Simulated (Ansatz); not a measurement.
An Ansatz (a quantum-chemistry and plane-wave program) input:

Ansatz 0.2 input:
```yaml
crystal:
  lattice:
    - [3.1328368123, 0.0, 0.0]
    - [0.0, 3.1328368123, 0.0]
    - [0.0, 0.0, 3.1328368123]
  atoms:
    - { symbol: Ti, position: [0.5, 0.5, 0.5] }
    - { symbol: Pd, position: [0.0, 0.0, 0.0] }
kpoints:
  mp_grid: { grid: [10, 10, 10] }
  band_path:
    path:
      - [[0.0, 0.0, 0.0], [0.0, 0.5, 0.0], [0.5, 0.5, 0.0], [0.0, 0.0, 0.0], [0.5, 0.5, 0.5], [0.0, 0.5, 0.0]]  # Γ-X-M-Γ-R-X
      - [[0.5, 0.5, 0.5], [0.5, 0.5, 0.0]]  # R-M
    npoints: 12
basis: { xc_grid: 2 }
hamiltonian:
  xc: pbesol
  pseudopotentials: { kind: paw }
magnetization: { noncollinear: true, spin_orbit: true }
scf:
  n_extra_bands: 12
  convergence: { dr2_threshold: 0.0000000001 }
  occupations: { method: gaussian, width: 0.05 }
output: { eigenvalues: true }
```

Q: How many symmetry operations and irreducible k-points will the run report?

A: 48 operations, 56 of 1000 k-points.

Q: With a cutoff of 420 eV, how many plane waves at Γ?

A: 619.

It took roughly 27 core-seconds on shared server cores.

Space group Pm-3m (CsCl type). The workflow started from an entry of the Crystallography Open Database (COD). Whether it is the stable phase at ambient conditions was not checked. The cell was relaxed with PBEsol under the symmetry of its start. At this level the phase is mechanically unstable. No spin polarisation was allowed.

Potentials: the later of the program's two PAW sets.

Ansatz is a plane-wave DFT program.
